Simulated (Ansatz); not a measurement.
Mg$_{3}$Sb$_{2}$:
```cif
data_Mg3Sb2
_chemical_formula_sum 'Sb2 Mg3'
_space_group_name_H-M_alt 'P-3m1'
_space_group_IT_number 164
_space_group_name_Hall '-P 3 2"'
_cell_length_a 4.56806
_cell_length_b 4.56806
_cell_length_c 7.24331
_cell_angle_alpha 90.000
_cell_angle_beta 90.000
_cell_angle_gamma 120.000
loop_
_atom_site_label
_atom_site_type_symbol
_atom_site_symmetry_multiplicity
_atom_site_Wyckoff_symbol
_atom_site_fract_x
_atom_site_fract_y
_atom_site_fract_z
_atom_site_occupancy
Sb1 Sb 2 d 0.33333 0.66667 0.22872 1
Mg1 Mg 1 a 0.00000 0.00000 0.00000 1
Mg2 Mg 2 d 0.66667 0.33333 0.36635 1
```

Relaxed with r²SCAN.

Problem. Tabulate the valence density and the electron localisation function along the shortest Sb–Mg contact (2.82 Å), DFT-r²SCAN in the program Ansatz with PAW potentials.

Solution. 

| distance from Sb (Å) | density (e/Å³) | ELF |
|---|---|---|
| 0.28 | 14.47 | 0.00 |
| 0.42 | 8.16 | 0.02 |
| 0.56 | 3.88 | 0.09 |
| 0.70 | 1.77 | 0.22 |
| 0.85 | 0.93 | 0.33 |
| 0.99 | 0.61 | 0.41 |
| 1.13 | 0.45 | 0.54 |
| 1.27 | 0.34 | 0.69 |
| 1.41 | 0.27 | 0.76 |
| 1.55 | 0.22 | 0.71 |
| 1.69 | 0.19 | 0.40 |
| 1.83 | 0.17 | 0.10 |
| 1.97 | 0.22 | 0.06 |
| 2.11 | 0.56 | 0.18 |
| 2.26 | 2.46 | 0.40 |
| 2.40 | 8.01 | 0.42 |
| 2.54 | 17.54 | 0.32 |

The density is the valence pseudo-density with augmentation charge, so density and ELF within about 1 Å of a nucleus are not all-electron values.

Symmetry was held in the r²SCAN relaxation. Spin–orbit coupling is left out wherever it is not named.

Potentials: the later of the program's two PAW sets.
